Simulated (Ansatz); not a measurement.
Put La2HfO2 in P-6m2 (No. 187): La on 2i; Hf on 1a; O on 2g.

All numbers below come from DFT PBE, scalar-relativistic, plane waves, PAW (Ansatz). Cutoff 420 eV, Γ-centred mesh, Gaussian smearing, no spin polarisation.

Energies over the elements count from the elements' standard structures at the same level (O₂ as a molecule), with no fitted energy shifts.

**Question.** Which cell and coordinates does it relax to?

**Answer.**

Space group P-6m2 (No. 187). a = 3.972 Å, b = 3.972 Å, c = 9.209 Å, α = 90.00°, β = 90.00°, γ = 120.00°
| atom | site | symmetry | x | y | z |
| --- | --- | --- | --- | --- | --- |
| La | 2i | 3m. | 0.6667 | 0.3333 | 0.7032 |
| Hf | 1a | -6m2 | 0.0000 | 0.0000 | 0.0000 |
| O | 2g | 3m. | 0.0000 | 0.0000 | 0.7764 |

Around La lie 3 O at 2.39 Å and 3 Hf at 3.57 Å; around Hf lie 2 O at 2.06 Å and 6 La at 3.57 Å; around O lie 1 Hf at 2.06 Å and 3 La at 2.39 Å. Another local minimum with the same sites may exist.

**Question.** And its energy and gap?

**Answer.** The energy over the elements is −1.97 eV/atom. The gap on the 12×12×4 mesh of the 5-atom cell is 0 eV (a metal).

The last run used Gaussian smearing of 0.10 eV. These runs have no spin–orbit coupling, which can matter for Hf. Symmetry constrained the relaxation, so the result can be a saddle point. Another cell of La2HfO2 relaxed alike, in Cmmm, lies 64 meV/atom lower, so this cell isn't the stable form at this level.
